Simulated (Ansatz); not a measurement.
BN in space group P6_3mc (No. 186; Pearson symbol hP12), DFT-r²SCAN in the program Ansatz with PAW potentials. The conduction-band minimum lies at M, with 3 equivalent valleys. Second derivatives d²E/dk² of the lowest band at one valley (eV·Å²), along Cartesian directions:

```csv
direction,d²E/dk²
[100],22.83
[010],8.659
[001],4.217
[110],15.75
[101],13.53
[011],6.439
```

Q: Find the principal effective masses, the density-of-states mass and the conductivity mass.

A: Off-diagonal terms follow from H_xy = H[110] − (H_xx + H_yy)/2, and m*/mₑ = 7.620 eV·Å² over each eigenvalue: 0.33, 0.88, 1.8. One valley's DOS mass (m₁m₂m₃)^(1/3) = 0.81, conductivity mass 3/(Σ 1/mᵢ) = 0.64 mₑ.

Q: What effective density of states Nc follows at 300 K for parabolic valleys?

A: Nc = 2.509e19 × 3 × (0.81)^(3/2) ≈ 5.5e19 cm⁻³.

Q: With the computed static dielectric constant 6.91 (mean of the diagonal), estimate a hydrogenic donor's binding energy and radius.

A: E = 13.606 eV × 0.64/6.91² ≈ 180 meV; a = 0.529 Å × ε/m* ≈ 5.7 Å. Semilocal masses tend to be too small when the gap is underestimated.

The cell is a constructed one: a structure type filled with these elements. Its sites differ from those of the usual phase in this space group: another stacking or structure type. The r²SCAN relaxation kept the symmetry of its start; its stability against distortions is not shown here.

Potentials: the later of the program's two PAW sets.
